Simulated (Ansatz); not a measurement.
Q: LaC (rock salt, Fm-3m) is relaxed with PBE in the plane-wave PAW code Ansatz. What lattice parameters of the conventional cell result?

A: a = 5.431 Å.

Q: Is it a metal or does it have a gap at this level?

A: No gap at this level.

The start of the workflow was typed in or built on a structure type; neither database checked (COD, Materials Project) lists it. Its standing as an ambient phase is unchecked. Symmetry was held in the PBE relaxation; its stability against distortions is not shown here. Its formation energy is positive at this level, so the cell may be metastable or incomplete. Spin–orbit coupling is left out wherever it is not named.

Potentials: the earlier of the program's two PAW sets.
